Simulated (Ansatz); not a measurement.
Ansatz (a program for electronic structure) input:

Ansatz 0.2 input:
```yaml
crystal:
  lattice:
    - [2.6997018636, 0.0, 0.0]
    - [0.0, 2.6997018636, 0.0]
    - [0.0, 0.0, 4.0901245467]
  atoms:
    - { symbol: Pt, position: [0.0, 0.0, 0.0] }
    - { symbol: Mo, position: [0.5, 0.5, 0.5] }
kpoints:
  mp_grid: { grid: [11, 11, 7] }
  band_path:
    path:
      - [[0.0, 0.0, 0.0], [0.0, 0.5, 0.0], [0.5, 0.5, 0.0], [0.0, 0.0, 0.0], [0.0, 0.0, 0.5], [0.0, 0.5, 0.5], [0.5, 0.5, 0.5], [0.0, 0.0, 0.5]]  # Γ-X-M-Γ-Z-R-A-Z
      - [[0.0, 0.5, 0.0], [0.0, 0.5, 0.5]]  # X-R
      - [[0.5, 0.5, 0.0], [0.5, 0.5, 0.5]]  # M-A
    npoints: 8
basis: { xc_grid: 2 }
hamiltonian:
  xc: pbesol
  pseudopotentials: { kind: paw }
magnetization: { noncollinear: true, spin_orbit: true }
scf:
  n_extra_bands: 12
  convergence: { dr2_threshold: 0.0000000001 }
  occupations: { method: gaussian, width: 0.05 }
output: { eigenvalues: true }
```

Output (shortened):

```
Pseudopotential: Pt, paw_fr, valence charge 18
Pseudopotential: Mo, paw_fr, valence charge 14
Functional definition: PBEsol
non-collinear run that drives no moment, with spin-orbit …
Crystal: 2 atoms, lattice volume = 29.810 Å³
Basis set: ecut = 420 eV, 585 PW (Γ), exchange–correlation on 40×40×60 points (8 copies of the dense FFT grid, shifted against one another)
Bands: 44, of which v1, the nominal top of the filled ones, is band 32 counted from 1 (31 counted from 0)
Symmetry: 16 space group operations + 16 with time reversal
k-points: 84 of 847
Projection manifold: j_resolved (fully-relativistic pseudo-atomic orbitals)
SCF iter   1: F=—  HF=-17318.623776 eV  |F-HF|=—  |Δ(HF+E_count)|=         —  Δρ=1.36e-1  dr2=6.76e0  dr2_m=0.00e0 (ungated)  ethr=3.10e-3  |M|=0.00e0 ∫|m|=0.00e0 μB  |m|>n=0.0e0 m-floor=0.0e0 τ_xc=0.0e0  β_m=0.30  ⟨swp⟩=6.5  Hψ=8184  notcnv=0  defer=78
preconditioner: auto → none
SCF iter   2: F=—  HF=-17317.567936 eV  |F-HF|=—  |Δ(HF+E_count)|=    1.06e0  Δρ=8.08e-2  dr2=1.93e0  dr2_m=0.00e0 (ungated)  ethr=3.10e-3  |M|=0.00e0 ∫|m|=0.00e0 μB  |m|>n=0.0e0 m-floor=0.0e0 τ_xc=0.0e0  β_m=0.46  ⟨swp⟩=2.1  Hψ=2994  notcnv=0  defer=452
SCF iter   3: F=—  HF=-17317.252249 eV  |F-HF|=—  |Δ(HF+E_count)|=   3.16e-1  Δρ=6.07e-2  dr2=2.52e0  dr2_m=0.00e0 (ungated)  ethr=3.10e-3  |M|=0.00e0 ∫|m|=0.00e0 μB  |m|>n=0.0e0 m-floor=0.0e0 τ_xc=0.0e0  β_m=0.36  ⟨swp⟩=2.2  Hψ=3044  notcnv=0  defer=450
SCF iter   4: F=—  HF=-17316.958825 eV  |F-HF|=—  |Δ(HF+E_count)|=   2.93e-1  Δρ=1.92e-2  dr2=1.11e-1  dr2_m=0.00e0 (ungated)  ethr=3.10e-3  |M|=0.00e0 ∫|m|=0.00e0 μB  |m|>n=0.0e0 m-floor=0.0e0 τ_xc=0.0e0  β_m=0.47  ⟨swp⟩=2.1  Hψ=2486  notcnv=0  defer=436
SCF iter   5: F=—  HF=-17316.959312 eV  |F-HF|=—  |Δ(HF+E_count)|=   4.88e-4  Δρ=5.82e-3  dr2=1.20e-2  dr2_m=0.00e0 (ungated)  ethr=3.48e-4  |M|=0.00e0 ∫|m|=0.00e0 μB  |m|>n=0.0e0 m-floor=0.0e0 τ_xc=0.0e0  β_m=0.47  ⟨swp⟩=2.6  Hψ=2847  notcnv=0  defer=428
SCF iter   6: F=—  HF=-17316.958607 eV  |F-HF|=—  |Δ(HF+E_count)|=   7.06e-4  Δρ=1.84e-3  dr2=8.30e-4  dr2_m=0.00e0 (ungated)  ethr=3.74e-5  |M|=0.00e0 ∫|m|=0.00e0 μB  |m|>n=0.0e0 m-floor=0.0e0 τ_xc=0.0e0  β_m=0.58  ⟨swp⟩=1.1  Hψ=1649  notcnv=0  defer=426
SCF iter   7: F=—  HF=-17316.958593 eV  |F-HF|=—  |Δ(HF+E_count)|=   1.33e-5  Δρ=5.79e-4  dr2=7.50e-5  dr2_m=0.00e0 (ungated)  ethr=2.59e-6  |M|=0.00e0 ∫|m|=0.00e0 μB  |m|>n=0.0e0 m-floor=0.0e0 τ_xc=0.0e0  β_m=0.64  ⟨swp⟩=1.1  Hψ=1659  notcnv=0  defer=426
SCF iter   8: F=—  HF=-17316.958586 eV  |F-HF|=—  |Δ(HF+E_count)|=   7.10e-6  Δρ=7.09e-5  dr2=2.80e-7  dr2_m=0.00e0 (ungated)  ethr=2.34e-7  |M|=0.00e0 ∫|m|=0.00e0 μB  |m|>n=0.0e0 m-floor=0.0e0 τ_xc=0.0e0  β_m=0.79  ⟨swp⟩=2.4  Hψ=2282  notcnv=0  defer=426
SCF iter  11: F=-17316.958584 eV  HF=-17316.958584 eV  |F-HF|=0.00e0  |Δ(HF+E_count)|=  6.55e-11  Δρ=1.84e-7  dr2=2.27e-12  dr2_m=0.00e0 (ungated)  ethr=1.00e-12  |M|=0.00e0 ∫|m|=0.00e0 μB  |m|>n=0.0e0 m-floor=0.0e0 τ_xc=0.0e0  ⟨swp⟩=8.4  Hψ=5931  notcnv=0
SCF 1 converged in 11 iterations: F = -17316.958584 eV  dr2 = 2.27e-12
NSCF: frozen V_eff on 75 k-points
SCF converged after 11 iterations
Magnetization: |M| = 0.0000 μB,  M = (+0.0000, +0.0000, +0.0000) μB
Absolute magnetization: 0.0000 μB (∫|m|)
  site 0: m = (+0.0000, +0.0000, +0.0000) μB, |m| = 0.0000 μB  (R = 1.11 Å)
  site 1: m = (+0.0000, +0.0000, +0.0000) μB, |m| = 0.0000 μB  (R = 1.11 Å)
Free energy (F): -17316.958584 eV
Harris-Foulkes:  -17316.958584 eV  (|F-HF|=0.00e0)
Internal energy: -17316.955919 eV  (E = F + TS)
E sigma→0 (E₀):  -17316.957251 eV
Entropy (-TS):   -0.002665 eV (-1.333 meV/atom)
Fermi energy:    23.304030 eV
--- Per-component energies (eV) ---
  E_band       = -179.957746
  E_kinetic    = 1079.752616
  E_local      = -2256.659307  (includes V_loc(G=0)·N_el)
  E_nonlocal   = 333.113238
  E_hartree    = 813.738648
  E_xc         = -444.346604
  E_vxc        = -533.055280  (∫ρ·V_xc dr)
  E_paw        = -12486.085896  (= ΣΔE_a)
  E_vpaw       = -430.586477  (= ΣTr[D̂ρ^β])
  E_aug_tail   = 0.000185  (compensation charges beyond the density's cutoff)
  E_ewald      = -4356.971406
  E_core_change = 0.502607  (= ΣΔE_core)
  E_smearing   = -0.002665  (= −TS)
  E_closure    = 0.000000  (closes the sum)
  Σ components = -17316.958584   (vs F -17316.958584, Δ=0.00e0)
  [band-id]    e_kinetic+e_local+e_nonlocal+2·e_hartree+e_vxc+e_vpaw+e_augmentation_tail = -179.957729   (vs E_band -179.957746, Δ=1.66e-5)
--- Band table (eV; the first three rows and the last of 84) ---
  k-point 0: bands = ["-75.9241", "-75.9241", "-41.2144", "-41.2144", "-38.0424", "-38.0424", "-26.1928", "-26.1928", "-26.0256", "-26.0256", "-13.5561", "-13.5561", "-11.1515", "-11.1515", "-10.7613", "-10.7613", "13.5642", "13.5642", "16.1625", "16.1625", …
  k-point 1: bands = ["-75.9241", "-75.9241", "-41.2148", "-41.2148", "-38.0422", "-38.0422", "-26.1913", "-26.1913", "-26.0255", "-26.0255", "-13.5593", "-13.5593", "-11.1581", "-11.1581", "-10.7621", "-10.7621", "13.7992", "13.7992", "16.3062", "16.3062", …
  k-point 2: bands = ["-75.9241", "-75.9241", "-41.2155", "-41.2155", "-38.0417", "-38.0417", "-26.1881", "-26.1881", "-26.0252", "-26.0252", "-13.5665", "-13.5665", "-11.1728", "-11.1728", "-10.7641", "-10.7641", "14.4133", "14.4133", "16.5255", "16.5255", …
  k-point 83: bands = ["-75.8919", "-75.8919", "-41.3053", "-41.3053", "-37.7914", "-37.7914", "-26.4026", "-26.4026", "-26.2581", "-26.2581", "-14.0156", "-14.0156", "-11.7191", "-11.7191", "-11.3332", "-11.3332", "16.6614", "16.6614", "17.6441", "17.6441", …
```

Cost: very roughly 30 core-seconds on shared cores.

Space group P4/mmm (L1₀ or tetragonal B2). The start of the workflow was typed in or built on a structure type; neither database checked (COD, Materials Project) lists it. Its standing as an ambient phase is unchecked. Symmetry was held in the PBEsol relaxation; its stability against distortions is not shown here. The run is not spin-polarised.

Potentials: the later of the program's two PAW sets.

Ansatz is a plane-wave DFT program.
